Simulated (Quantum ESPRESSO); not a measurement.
## HfAl3Mg3Mo (finding a planted mistake in a log)

Computed values, not a measurement. The program is pw.x of Quantum ESPRESSO 7.5 (plane-wave density functional theory). The cell is made up: eight metal atoms on a hexagonal close-packed lattice, with elements, volume, strain and displacements drawn at random and not relaxed, so it may be unstable or far from any real phase. PseudoDojo standard norm-conserving files set the functional (PBE unless stated); there is no spin polarisation or spin-orbit coupling, the Fermi-Dirac width of 0.25 eV means electrons at about 2900 K, and the masses in the input are unused placeholders. Heavy elements are run without spin-orbit coupling, which real alloys of them have. A spin test at this wide smearing found no moment, but such smearing suppresses magnetism that the real alloy may have.

Intended input:

```
&control calculation='scf', pseudo_dir='./dojo.nc.sr.pbe.v0_5.standard.upf', outdir='./o', disk_io='minimal', tprnfor=.true., tstress=.true. /
&system ibrav=0, nat=8, ntyp=4, nbnd=43, ecutwfc=84.00895049, nosym=.true., tot_charge=0,
 occupations='smearing', smearing='fd', degauss=0.0183746611
/
&electrons conv_thr=1.470e-08, electron_maxstep=70, mixing_beta=0.5 /
ATOMIC_SPECIES
Al 1.0 Al.upf
Hf 1.0 Hf.upf
Mg 1.0 Mg.upf
Mo 1.0 Mo.upf
CELL_PARAMETERS angstrom
-0.0554 0.004 -4.8204
0.0011 5.4522 -0.0044
6.063 0.0013 0.0698
ATOMIC_POSITIONS angstrom
Hf 0.0348 -0.1419 0.0664
Al 3.0321 0.0537 -0.1254
Mg 1.4932 2.5971 -0.0425
Mo 4.4388 2.7275 -0.0377
Al -0.0932 1.8547 -2.3947
Al 2.9493 1.7861 -2.448
Mg 1.3711 4.3601 -2.4449
Mg 4.5115 4.52 -2.442
K_POINTS automatic
5 4 4 1 1 1
```

The log is shortened where brackets say so; the opening notice, blank lines, dates and the lines on written files are dropped, and the path of the files is cut. It prints rydbergs, bohrs and kilobars, and counts compression as positive stress. Its total energy is the free energy E - TS of the whole cell.

Log of the intended run:

```
     Program PWSCF v.7.5
     Parallel version (MPI & OpenMP), running on       4 processor cores
     Number of MPI processes:                 4
     Threads/MPI process:                     1
     [start-up lines left out]
     bravais-lattice index     =            0
     lattice parameter (alat)  =       9.1098  a.u.
     unit-cell volume          =    1075.1802 (a.u.)^3
     number of atoms/cell      =            8
     number of atomic types    =            4
     number of electrons       =        65.00
     number of Kohn-Sham states=           43
     kinetic-energy cutoff     =      84.0090  Ry
     charge density cutoff     =     336.0358  Ry
     scf convergence threshold =      1.5E-08
     mixing beta               =       0.5000
     number of iterations used =            8  plain     mixing
     Exchange-correlation= PBE
                           (   1   4   3   4   0   0   0)
     [axes and pseudopotential details left out]
   Cartesian axes
     site n.     atom                  positions (alat units)
         1        Hf     tau(   1) = (   0.0072188  -0.0294354   0.0137739  )
         2        Al     tau(   2) = (   0.6289724   0.0111394  -0.0260127  )
         3        Mg     tau(   3) = (   0.3097463   0.5387370  -0.0088161  )
         4        Mo     tau(   4) = (   0.9207753   0.5657869  -0.0078204  )
         5        Al     tau(   5) = (  -0.0193332   0.3847351  -0.4967515  )
         6        Al     tau(   6) = (   0.6117966   0.3705048  -0.5078080  )
         7        Mg     tau(   7) = (   0.2844181   0.9044500  -0.5071649  )
         8        Mg     tau(   8) = (   0.9358561   0.9376193  -0.5065633  )
     number of k points=    40  Fermi-Dirac smearing, width (Ry)=  0.0184
                       cart. coord. in units 2pi/alat
        k(    1) = (   0.1005280   0.1104205  -0.1010704), wk =   0.0500000
        k(    2) = (   0.2993305   0.1103786  -0.1033552), wk =   0.0500000
     [further k points left out]
     Dense  grid:   111845 G-vectors     FFT dimensions: (  54,  64,  72)
     Estimated max dynamical RAM per process >     253.28 MB
     Estimated total dynamical RAM >     931.18 MB
     Initial potential from superposition of free atoms
     starting charge      64.9870, renormalised to      65.0000
     Starting wfcs are   47 randomized atomic wfcs
     total cpu time spent up to now is        3.4 secs
     per-process dynamical memory:   189.1 Mb
     Self-consistent Calculation
     iteration #  1     ecut=    84.01 Ry     beta= 0.50
     Davidson diagonalization with overlap
     ethr =  1.00E-02,  avg # of iterations =  4.8
     Threshold (ethr) on eigenvalues was too large:
     Diagonalizing with lowered threshold
     Davidson diagonalization with overlap
     ethr =  6.46E-04,  avg # of iterations =  2.3
     total cpu time spent up to now is       14.4 secs
     total energy              =    -623.41805705 Ry
     estimated scf accuracy    <       0.45015512 Ry
     iteration #  2     ecut=    84.01 Ry     beta= 0.50
     Davidson diagonalization with overlap
     ethr =  6.93E-04,  avg # of iterations =  3.6
     total cpu time spent up to now is       20.5 secs
     total energy              =    -623.15195656 Ry
     estimated scf accuracy    <       5.47659989 Ry
     [iterations 3 to 9 left out]
     iteration # 10     ecut=    84.01 Ry     beta= 0.50
     Davidson diagonalization with overlap
     ethr =  1.31E-09,  avg # of iterations =  2.1
     total cpu time spent up to now is       63.6 secs
     total energy              =    -623.60881180 Ry
     estimated scf accuracy    <       0.00000005 Ry
     iteration # 11     ecut=    84.01 Ry     beta= 0.50
     Davidson diagonalization with overlap
     ethr =  7.86E-11,  avg # of iterations =  4.2
     total cpu time spent up to now is       69.2 secs
     End of self-consistent calculation
     [lines on levels left out]
!    total energy              =    -623.60881181 Ry
     estimated scf accuracy    <       0.00000001 Ry
     smearing contrib. (-TS)   =      -0.08730969 Ry
     internal energy E=F+TS    =    -623.52150212 Ry
     The total energy is F=E-TS. E is the sum of the following terms:
     one-electron contribution =    -387.28439759 Ry
     hartree contribution      =     197.52617658 Ry
     xc contribution           =    -102.87343797 Ry
     ewald contribution        =    -330.88984313 Ry
     convergence has been achieved in  11 iterations
     Forces acting on atoms (cartesian axes, Ry/au):
     atom    1 type  2   force =    -0.05230636    0.03747066   -0.04275144
     atom    2 type  1   force =     0.01466350   -0.00887884    0.01485686
     atom    3 type  3   force =    -0.00310888    0.00017328    0.00574252
     atom    4 type  4   force =     0.03412382   -0.01476952    0.00781214
     atom    5 type  1   force =    -0.02883465   -0.01327376   -0.00521584
     atom    6 type  1   force =     0.02187469    0.00633323   -0.00635086
     atom    7 type  3   force =     0.03424777    0.01138838    0.00940576
     atom    8 type  3   force =    -0.02065988   -0.01844344    0.01650084
     Total force =     0.109511     Total SCF correction =     0.000365
     Computing stress (Cartesian axis) and pressure
          total   stress  (Ry/bohr**3)                   (kbar)     P=      -49.85
  -0.00031899  -0.00006360  -0.00008706          -46.92       -9.36      -12.81
  -0.00006360  -0.00050833  -0.00004756           -9.36      -74.78       -7.00
  -0.00008706  -0.00004756  -0.00018933          -12.81       -7.00      -27.85
     init_run     :      3.16s CPU      3.26s WALL (       1 calls)
     electrons    :     65.42s CPU     65.90s WALL (       1 calls)
     forces       :      0.94s CPU      0.96s WALL (       1 calls)
     stress       :      3.31s CPU      3.32s WALL (       1 calls)
     [timing details left out]
     PWSCF        :   1m12.95s CPU   1m13.57s WALL
     JOB DONE.
```

A second run was made from an input with one planted mistake. Its log:

```
     Program PWSCF v.7.5
     Parallel version (MPI & OpenMP), running on       4 processor cores
     Number of MPI processes:                 4
     Threads/MPI process:                     1
     [start-up lines left out]
     bravais-lattice index     =            0
     lattice parameter (alat)  =       9.0452  a.u.
     unit-cell volume          =    1052.4569 (a.u.)^3
     number of atoms/cell      =            8
     number of atomic types    =            4
     number of electrons       =        65.00
     number of Kohn-Sham states=           43
     kinetic-energy cutoff     =      84.0090  Ry
     charge density cutoff     =     336.0358  Ry
     scf convergence threshold =      1.5E-08
     mixing beta               =       0.5000
     number of iterations used =            8  plain     mixing
     Exchange-correlation= PBE
                           (   1   4   3   4   0   0   0)
     [axes and pseudopotential details left out]
   Cartesian axes
     site n.     atom                  positions (alat units)
         1        Hf     tau(   1) = (   0.0072286  -0.0294368   0.0137678  )
         2        Al     tau(   2) = (   0.6289750   0.0111354  -0.0260106  )
         3        Mg     tau(   3) = (   0.3097450   0.5387424  -0.0088164  )
         4        Mo     tau(   4) = (   0.9207738   0.5657767  -0.0078136  )
         5        Al     tau(   5) = (  -0.0193251   0.3847265  -0.4967494  )
         6        Al     tau(   6) = (   0.6118018   0.3704990  -0.5078013  )
         7        Mg     tau(   7) = (   0.2844239   0.9044362  -0.5071537  )
         8        Mg     tau(   8) = (   0.9358578   0.9376128  -0.5065687  )
     number of k points=    40  Fermi-Dirac smearing, width (Ry)=  0.0184
                       cart. coord. in units 2pi/alat
        k(    1) = (   0.1005275   0.1104201  -0.1010696), wk =   0.0500000
        k(    2) = (   0.2993294   0.1103779  -0.1033541), wk =   0.0500000
     [further k points left out]
     Dense  grid:   109483 G-vectors     FFT dimensions: (  54,  60,  72)
     Estimated max dynamical RAM per process >     247.53 MB
     Estimated total dynamical RAM >     909.93 MB
     Initial potential from superposition of free atoms
     starting charge      64.9870, renormalised to      65.0000
     Starting wfcs are   47 randomized atomic wfcs
     total cpu time spent up to now is        3.2 secs
     per-process dynamical memory:   183.4 Mb
     Self-consistent Calculation
     iteration #  1     ecut=    84.01 Ry     beta= 0.50
     Davidson diagonalization with overlap
     ethr =  1.00E-02,  avg # of iterations =  5.0
     Threshold (ethr) on eigenvalues was too large:
     Diagonalizing with lowered threshold
     Davidson diagonalization with overlap
     ethr =  6.40E-04,  avg # of iterations =  2.1
     total cpu time spent up to now is       12.8 secs
     total energy              =    -623.42823755 Ry
     estimated scf accuracy    <       0.44441350 Ry
     iteration #  2     ecut=    84.01 Ry     beta= 0.50
     Davidson diagonalization with overlap
     ethr =  6.84E-04,  avg # of iterations =  3.6
     total cpu time spent up to now is       18.3 secs
     total energy              =    -623.17397938 Ry
     estimated scf accuracy    <       5.18842059 Ry
     [iterations 3 to 9 left out]
     iteration # 10     ecut=    84.01 Ry     beta= 0.50
     Davidson diagonalization with overlap
     ethr =  1.06E-09,  avg # of iterations =  2.7
     total cpu time spent up to now is       56.2 secs
     total energy              =    -623.61548872 Ry
     estimated scf accuracy    <       0.00000006 Ry
     iteration # 11     ecut=    84.01 Ry     beta= 0.50
     Davidson diagonalization with overlap
     ethr =  8.47E-11,  avg # of iterations =  4.0
     total cpu time spent up to now is       61.0 secs
     End of self-consistent calculation
     [lines on levels left out]
!    total energy              =    -623.61548873 Ry
     estimated scf accuracy    <          9.5E-09 Ry
     smearing contrib. (-TS)   =      -0.08551311 Ry
     internal energy E=F+TS    =    -623.52997562 Ry
     The total energy is F=E-TS. E is the sum of the following terms:
     one-electron contribution =    -383.70112569 Ry
     hartree contribution      =     196.39049773 Ry
     xc contribution           =    -102.96450332 Ry
     ewald contribution        =    -333.25484435 Ry
     convergence has been achieved in  11 iterations
     Forces acting on atoms (cartesian axes, Ry/au):
     atom    1 type  2   force =    -0.05321118    0.03955105   -0.04477914
     atom    2 type  1   force =     0.01525398   -0.00967206    0.01572780
     atom    3 type  3   force =    -0.00320751    0.00036805    0.00600174
     atom    4 type  4   force =     0.03440052   -0.01556514    0.00854665
     atom    5 type  1   force =    -0.02919065   -0.01368820   -0.00583185
     atom    6 type  1   force =     0.02178529    0.00546319   -0.00681649
     atom    7 type  3   force =     0.03659126    0.01165941    0.00985037
     atom    8 type  3   force =    -0.02242171   -0.01811630    0.01730092
     Total force =     0.113341     Total SCF correction =     0.000282
     Computing stress (Cartesian axis) and pressure
          total   stress  (Ry/bohr**3)                   (kbar)     P=      -36.71
  -0.00022509  -0.00006632  -0.00009342          -33.11       -9.76      -13.74
  -0.00006632  -0.00043155  -0.00004868           -9.76      -63.48       -7.16
  -0.00009342  -0.00004868  -0.00009204          -13.74       -7.16      -13.54
     init_run     :      2.97s CPU      3.07s WALL (       1 calls)
     electrons    :     57.50s CPU     57.91s WALL (       1 calls)
     forces       :      0.94s CPU      0.95s WALL (       1 calls)
     stress       :      3.29s CPU      3.29s WALL (       1 calls)
     [timing details left out]
     PWSCF        :   1m 4.78s CPU   1m 5.35s WALL
     JOB DONE.
```

Question: the log repeats what the program read. Compare it with the intended run: what was wrong in the second input?

Answer: the cell and the positions are scaled by a wrong factor. The input lines that differ:

```
- -0.0554 0.004 -4.8204
- 0.0011 5.4522 -0.0044
- 6.063 0.0013 0.0698
+ -0.055 0.004 -4.7862
+ 0.0011 5.4135 -0.0044
+ 6.02 0.0013 0.0693
- Hf 0.0348 -0.1419 0.0664
- Al 3.0321 0.0537 -0.1254
- Mg 1.4932 2.5971 -0.0425
- Mo 4.4388 2.7275 -0.0377
- Al -0.0932 1.8547 -2.3947
- Al 2.9493 1.7861 -2.448
- Mg 1.3711 4.3601 -2.4449
- Mg 4.5115 4.52 -2.442
+ Hf 0.0346 -0.1409 0.0659
+ Al 3.0106 0.0533 -0.1245
+ Mg 1.4826 2.5787 -0.0422
+ Mo 4.4073 2.7081 -0.0374
+ Al -0.0925 1.8415 -2.3777
+ Al 2.9284 1.7734 -2.4306
+ Mg 1.3614 4.3291 -2.4275
+ Mg 4.4795 4.4879 -2.4247
```

|  | intended run | run with the mistake |
| --- | --- | --- |
| free energy (eV) | -8484.630 | -8484.721 |
| entropy term -TS, part of it (eV) | -1.188 | -1.163 |
| pressure (GPa) | -4.99 | -3.67 |
| size of the largest force component (eV/Å) | 1.345 | 1.368 |
| largest change of a force component (eV/Å) |  | 0.060 |
| iterations | 11 | 11 |

For scale, a rerun of the intended cell at a higher cutoff and on a denser mesh moved values by no more than 0.005 eV in energy, 0.09 GPa in stress and 0.013 eV/Å in force, and a second program with other atomic files agreed on that cell to 2 % rms in force and 0.5 GPa in pressure.